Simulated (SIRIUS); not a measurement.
Consider a self-consistent single point of CdS (F-43m, 8 atoms in the cell; from Materials Project mp-2469, changed as shown).

```xyz
8
Lattice="5.6528 0.0000 0.0000 0.0000 5.6528 0.0000 0.0000 0.0000 5.6528" Properties=species:S:1:pos:R:3 pbc="T T T"
Cd     0.0000     0.0000     0.0000
Cd     0.0000     2.8264     2.8264
Cd     2.8264     0.0000     2.8264
Cd     2.8264     2.8264     0.0000
S      1.4132     1.4132     4.2396
S      1.4132     4.2396     1.4132
S      4.2396     1.4132     1.4132
S      4.2396     4.2396     4.2396
```

Computed with PBE, GBRV PBE ultrasoft pseudopotentials (plane waves; SIRIUS).

SIRIUS settings:

* **parameters.ngridk**: 6 6 6
* **parameters.xc_functionals**: [XC_GGA_X_PBE, XC_GGA_C_PBE]
* **parameters.gk_cutoff**: 6.325 1/bohr
* **parameters.pw_cutoff**: 14.143 1/bohr
* **parameters.smearing**: fermi_dirac
* **parameters.smearing_width**: 0.000734986 Ha
* **potentials**: GBRV PBE ultrasoft pseudopotentials
* **parameters.electronic_structure_method**: pseudopotential
* **parameters.num_bands**: 43
* **parameters.num_mag_dims**: 0
* **parameters.num_dft_iter**: 100
* **parameters.energy_tol**: 1e-07 Ha
* **parameters.density_tol**: 1e-06
* **mixer.type**: broyden2
* **mixer.beta**: 0.3
* **mixer.use_hartree**: true

Estimate, at this level of theory: gap on the k-point mesh and pressure.

The run gave:

- Gap on the k-point mesh = 1.30 eV
- Pressure = 10.73 GPa

Gaps are taken between levels on the mesh.

For comparison: a first run was changed to give this one (lattice scaled by 0.98), and from it to this one the free energy rises by 71.9 meV/atom, the pressure goes from 5.38 to 10.73 GPa and the gap on the mesh goes from 1.182 to 1.300 eV.

The structure comes from a collection of computed structures, made at another level of theory; the collection holds predicted forms beside known ones. Its lattice was then scaled.

Cost on one core: roughly 2.4 core-minutes.
